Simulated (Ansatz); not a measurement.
# SbPd: do energies and stresses tell the same story?

Level of theory: Ansatz 0.2.0, DFT PBEsol, scalar-relativistic, plane waves, PAW.

Cutoff 420 eV; k points 12×12×8 on the computed 4-atom cell (Γ-centred); Gaussian smearing, width 0.10 eV; no spin polarisation.

Relaxed cell: P6_3/mmc, a = 4.088 Å, b = 4.088 Å, c = 5.572 Å, α = 90.00°, β = 90.00°, γ = 120.00°, 4 atoms in the primitive cell. Whether it is the stable form of this composition wasn't checked.

Energies at zero smearing and pressures from the stress tensor, at volumes with shape and atoms relaxed:
```csv
V (Å³/atom),E − E(first) (meV/atom),P (GPa)
17.740,0.00,21.60
18.345,-67.78,14.61
18.949,-111.60,8.83
19.554,-135.52,4.01
20.159,-142.79,0.00
20.764,-136.18,-3.35
21.368,-118.04,-6.12
22.175,-79.32,-9.11
```

**Question.** Check P = −dE/dV between neighbouring volumes, and get the bulk modulus from the pressures alone.

**Answer.** With 1 eV/Å³ = 160.2 GPa:
```
middle V (Å³/atom)  −ΔE/ΔV (GPa) mean P (GPa)
            18.042        17.956        18.106
            18.647        11.611        11.723
            19.252         6.335         6.422
            19.856         1.926         2.005
            20.461        -1.751        -1.675
            21.066        -4.804        -4.735
            21.772        -7.695        -7.615
```

The two differ by 0.15 GPa at most. The mean of two end pressures misses the average over a step by about ΔV² P″/12, up to 0.11 GPa here; with that taken off 0.04 GPa remains. The stress is the derivative of the free energy, not of the energy at zero smearing, and with free energies 0.01 GPa remains. Around V = 20.159 Å³/atom, the two neighbours give B = −V ΔP/ΔV = 20.159 × 7.36 / 1.210 = 122.6 GPa, against B0 = 122.0 GPa from the Birch–Murnaghan fit of the energies.

Cost: 9 runs of about 6.1 core-minutes in all, on Arm Neoverse V2 (shared hosts).